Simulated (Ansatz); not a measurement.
The relaxed structure here is a generated cell of Si2W: the first start was made by a random draw of sites in a space group, and the end was not matched to a known phase here, so it may be hypothetical. Known forms of Si2W include space group No. 139.

A relaxed structure of Si2W. Space group P6₄22 (No. 181). Calculation: r2SCAN (plane waves to 500 eV, PAW, scalar-relativistic; Ansatz, an electronic-structure program).

Space group P6₄22 (No. 181); a = 4.579 Å, b = 4.579 Å, c = 6.610 Å, α = 90.00°, β = 90.00°, γ = 120.00°

| atom | site | symmetry | x | y | z |
|---|---|---|---|---|---|
| Si | 6j | ..2 | 0.1636 | 0.3272 | 0.5000 |
| W | 3d | 222 | 0.5000 | 0.0000 | 0.5000 |

Question: What is the computed band gap (r2SCAN)?

Answer: 0.13 eV, indirect (valence top at L, conduction bottom at M) (no spin-orbit coupling).

Question: Predict the smallest direct gap from r2SCAN.

Answer: 0.83 eV at M.

No spin polarisation in the result. Without spin-orbit coupling the bands of the heavy element are not split, so the gap can be far off.

The run could not lose the symmetry of its start, so the end can be a saddle point.
